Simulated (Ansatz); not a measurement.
input.yaml (Ansatz 0.2.0):

```yaml
crystal:
  lattice:
    - [-1.6527903846, 1.6527903846, 1.6527903846]
    - [1.6527903846, -1.6527903846, 1.6527903846]
    - [1.6527903846, 1.6527903846, -1.6527903846]
  atoms:
    - { symbol: Ta, position: [0.0, 0.0, 0.0] }
basis:
  ecutwfc: 500
  ecutrho_ratio: 4
kpoints:
  mp_grid: { grid: [18, 18, 18] }
hamiltonian:
  xc: r2scan
scf:
  occupations: { method: gaussian, width: 0.05 }
output:
  forces: true
  stress: true
  eigenvalues: true
```

Task: What will the run give?

Result: Pressure -0.2 GPa, gap on the mesh zero (metallic) (r²SCAN, scalar-relativistic).

The output:

```
Pseudopotentials: kind: paw
Pseudopotential: Ta, paw, valence charge 13, recommended cutoff 500 eV (meta_gga), Ta.paw.azcp
Crystal: 1 atoms, lattice volume = 18.060 Å³
Basis set: ecut = 500 eV, 459 PW (Γ), exchange–correlation on 96×96×96 points (64 copies of the dense FFT grid, shifted against one another)
Bands: 11, of which v1, the nominal top of the filled ones, is band 7 counted from 1 (6 counted from 0)
Symmetry: 48 space group operations
Space group: Im-3m (ITA 229), of the structure as read, at distance tolerance 2.6e-5 Å
k-points: 195 of 5832
Initial density: superposition of atomic densities (neutral atoms: chi_scale 0, normalization atom), corrected by the library's trained network
Initial wavefunctions: pseudopotential atomic-orbital guess
Functional: x = r2scan, c = r2scan; τ floored in thin density (d = 2e-4 eV/Å³)
```

SCF trace (energy estimate counted from the last row):
```
iteration   ΔE (eV)  density residual (eV)
        1     0.018                1.67e-3
        2   7.7e-04                6.40e-4
        3  -1.0e-06                1.62e-5
        4   1.0e-06                1.53e-6
        5     0.000                5.55e-7
        6     0.000                1.33e-8
```

```
SCF 1 converged in 6 iterations: F = -9944.320178 eV  dr2 = 1.33e-8
SCF converged after 6 iterations
Free energy (F): -9944.320178 eV
E sigma→0 (E₀):  -9944.319603 eV
Entropy (-TS):   -0.001150 eV (-1.150 meV/atom)
Fermi energy:    18.426526 eV
--- Per-component energies (eV) ---
  E_band       = -117.214358
  E_kinetic    = 366.902128
  E_local      = -549.156078  (includes V_loc(G=0)·N_el)
  E_nonlocal   = 14.991063
  E_hartree    = 190.675877
  E_xc         = -204.390950
  E_vxc        = -222.040092  (∫ρ·V_xc dr)
  E_paw        = -8422.998716  (= ΣΔE_a)
  E_vpaw       = -120.483927  (= ΣTr[D̂ρ^β])
  E_aug_tail   = 0.000085  (compensation charges beyond the density's cutoff)
  E_vtau       = 11.220765  (kinetic-family band-sum trace: ∫τ·v_τ [+ j·A + Jᵃ·Aᵃ] dr)
  E_ewald      = -1339.586157
  E_core_change = -0.756280  (= ΣΔE_core)
  E_smearing   = -0.001150  (= −TS)
--- Forces (eV/Å), atoms counted from 1 ---
  atom   1  Ta     0.00000000     0.00000000     0.00000000
--- Stress (GPa, compression-positive) ---
       -0.247072       0.000000       0.000000
        0.000000      -0.247072       0.000000
        0.000000       0.000000      -0.247072
  P = ⅓ Tr σ = -0.2471 GPa (-2.471 kbar)
```

These numbers lack spin–orbit coupling.
